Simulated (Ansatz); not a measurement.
Relaxed-ion elastic tensor of GaN (zinc blende, space group No. 216) in GPa (Voigt order), r²SCAN in the plane-wave PAW code Ansatz; density 6.11 g/cm³, 11.37 Å³ per atom.

```json
[
 {"": "1", "1": "284", "2": "153", "3": "153", "4": "0.0", "5": "0.0", "6": "0.0"},
 {"": "2", "1": "153", "2": "284", "3": "153", "4": "0.0", "5": "0.0", "6": "0.0"},
 {"": "3", "1": "153", "2": "153", "3": "284", "4": "0.0", "5": "0.0", "6": "0.0"},
 {"": "4", "1": "0.0", "2": "0.0", "3": "0.0", "4": "161", "5": "0.0", "6": "0.0"},
 {"": "5", "1": "0.0", "2": "0.0", "3": "0.0", "4": "0.0", "5": "161", "6": "0.0"},
 {"": "6", "1": "0.0", "2": "0.0", "3": "0.0", "4": "0.0", "5": "0.0", "6": "161"}
]
```

**Question.** Is the crystal mechanically stable?

**Answer.** Yes: the smallest eigenvalue of C is 132 GPa.

**Question.** Work out the Voigt, Reuss and Hill averages.

**Answer.** K_V = 197, K_R = 197, K_H = 197; G_V = 123, G_R = 102, G_H = 113 GPa.

**Question.** Give Young's modulus, Poisson's ratio, Pugh's ratio and the universal anisotropy index.

**Answer.** E = 9KG/(3K + G) = 284 GPa; ν = 0.26; K/G = 1.75 (near the Pugh limit of 1.75, no verdict); A_U = 5G_V/G_R + K_V/K_R − 6 = 1.03.

**Question.** Estimate the sound speeds and the Debye temperature.

**Answer.** v_l = √((K + 4G/3)/ρ) = 7530 m/s, v_t = √(G/ρ) = 4290 m/s, mean 4770 m/s; Θ = (h/k)(3n/4πV)^(1/3) v_m = 632 K.

**Question.** Give the Zener ratio and Young's modulus along [100], [110] and [111].

**Answer.** A = 2C44/(C11 − C12) = 2.45; 1/E = S11 − 2(S11 − S12 − S44/2)Γ with Γ = 0, 1/4, 1/3 gives 178, 296, 380 GPa.

**Question.** Solve the Christoffel equation for the three sound speeds along [100], [110], [111].

**Answer.** Eigenvalues of C_ijkl n_j n_l equal ρv² (piezoelectric stiffening left out). In km/s, slowest first: [100] 5.14, 5.14, 6.82; [110] 3.28, 5.14, 7.88; [111] 4.00, 4.00, 8.21.

Space group F-43m (zinc blende). Symmetry was held in the r²SCAN relaxation.

Potentials: the later of the program's two PAW sets.
